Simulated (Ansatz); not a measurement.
input.yaml (Ansatz)

```yaml
crystal:
  lattice:
    - [3.7739250105, 0.0, 0.0]
    - [-1.8869625052, 3.268314931, 0.0]
    - [0.0, 0.0, 12.3963601694]
  atoms:
    - { symbol: Ca, position: [0.0, 0.0, 1.0] }
    - { symbol: Ca, position: [0.0, 0.0, 0.5] }
    - { symbol: Ca, position: [0.3333333333, 0.6666666667, 0.25] }
    - { symbol: Ca, position: [0.6666666667, 0.3333333333, 0.75] }
hamiltonian:
  xc: lda
  pseudopotentials:
    kind: paw
    azcp:
      Ca: "pseudopotentials/Ca.paw.azcp"
basis:
  ecutwfc: 420
  fft_grid_basis: typed
kpoints:
  mp_grid: { grid: [13, 13, 4], shift: [0, 0, 0] }
magnetization:
  spin_polarized: false
scf:
  occupations: { method: fermi_dirac, width: 0.1 }
```

and its output:

```
Warning: the record states the generating functional pbe (its physics header spells it `PBE`), which answers neither for hamiltonian.xc's functional nor for the lda family's — results may be inconsistent (PPs are generated against a specific XC)
Engine: ansatz 0.2.0, aarch64-unknown-linux-gnu
Pseudopotentials: kind: paw
Pseudopotential: Ca, paw, valence charge 10, recommended cutoff 420 eV (normal) 
Functional definition: SPW92
  exchange = slater_x
  correlation = pw_c
Crystal: 4 atoms, lattice volume = 152.901 Å³
Basis set: ecut = 420 eV, 3041 PW (Γ)
Bands: 24, of which v1, the nominal top of the filled ones, is band 20 counted from 1 (19 counted from 0)
Symmetry: 24 space group operations
Space group: P63/mmc (ITA 194), of the structure as read, at distance tolerance 5.3e-5 Å
k-points: 63 of 676
Non-local potential: Ca, projectors of the file, l = 0: 3, l = 1: 2, l = 2: 2
PAW form: soft (Blöchl's): semilocal exchange-correlation on the pseudo side does not see the compensation charge
PAW frozen core: Ca, regenerated for the run's functional, and the local potential with it (the file was generated under x = pbe(κ = 0.804, μ = 0.2195149727645171), c = pbe(β = 0.06672455060314922))
PAW one-centre angular grid: Ca, 110 points (default); XC on 64 Gauss nodes
Initial density: superposition of atomic densities (neutral atoms: chi_scale 0, normalization atom), corrected by the library's trained network
Initial wavefunctions: pseudopotential atomic-orbital guess
Functional: x = slater, c = lda
SCF iter   1: F=—  HF=-7090.488856 eV  |F-HF|=—  |Δ(HF+E_count)|=         —  Δρ=3.82e-3  dr2=1.08e-2  ethr=1.77e-3  ⟨swp⟩=8.0  Hψ=15973  notcnv=0
automatic band count: the SCF goes on with 28 bands, as 24 were too few: the levels above may hold too much charge
SCF iter   2: F=—  HF=-7090.489453 eV  |F-HF|=—  |Δ(HF+E_count)|=   5.97e-4  Δρ=2.12e-3  dr2=3.29e-3  ethr=2.71e-5  ⟨swp⟩=2.6  Hψ=3136  notcnv=0
SCF iter   3: F=—  HF=-7090.489852 eV  |F-HF|=—  |Δ(HF+E_count)|=   3.99e-4  Δρ=3.22e-4  dr2=1.68e-4  ethr=8.24e-6  ⟨swp⟩=2.5  Hψ=2473  notcnv=0
SCF iter   4: F=—  HF=-7090.489901 eV  |F-HF|=—  |Δ(HF+E_count)|=   4.89e-5  Δρ=7.59e-5  dr2=1.26e-5  ethr=4.21e-7  ⟨swp⟩=1.0  Hψ=1766  notcnv=0
SCF iter   5: F=—  HF=-7090.489899 eV  |F-HF|=—  |Δ(HF+E_count)|=   2.27e-6  Δρ=1.21e-5  dr2=2.39e-7  ethr=3.16e-8  ⟨swp⟩=2.2  Hψ=2140  notcnv=0
SCF iter   6: F=-7090.489899 eV  HF=-7090.489899 eV  |F-HF|=2.86e-9  |Δ(HF+E_count)|=   3.11e-9  Δρ=3.91e-6  dr2=2.46e-8  ethr=2.50e-10  ⟨swp⟩=2.3  Hψ=3343  notcnv=0
SCF 1 converged in 6 iterations: F = -7090.489899 eV  dr2 = 2.46e-8
SCF converged after 6 iterations
Free energy (F): -7090.489899 eV
Harris-Foulkes:  -7090.489899 eV  (|F-HF|=2.86e-9)
Internal energy: -7090.320625 eV  (E = F + TS)
E sigma→0 (E₀):  -7090.405262 eV
Entropy (-TS):   -0.169274 eV (-42.318 meV/atom)
Fermi energy:    5.465495 eV
--- Per-component energies (eV) ---
  E_band       = -667.454798
  E_kinetic    = 1103.899448
  E_local      = -3285.691517  (includes V_loc(G=0)·N_el)
  E_nonlocal   = 269.094515
  E_hartree    = 1091.407370
  E_xc         = -536.105867
  E_vxc        = -673.760206  (∫ρ·V_xc dr)
  E_paw        = -3264.830634  (= ΣΔE_a)
  E_vpaw       = -263.810234  (= ΣTr[D̂ρ^β])
  E_aug_tail   = -0.000020  (compensation charges beyond the density's cutoff)
  E_ewald      = -2469.226583
  E_core_change = 1.132663  (= ΣΔE_core)
  E_smearing   = -0.169274  (= −TS)
  E_closure    = 0.000000  (closes the sum)
  Σ components = -7090.489899   (vs F -7090.489899, Δ=0.00e0)
```
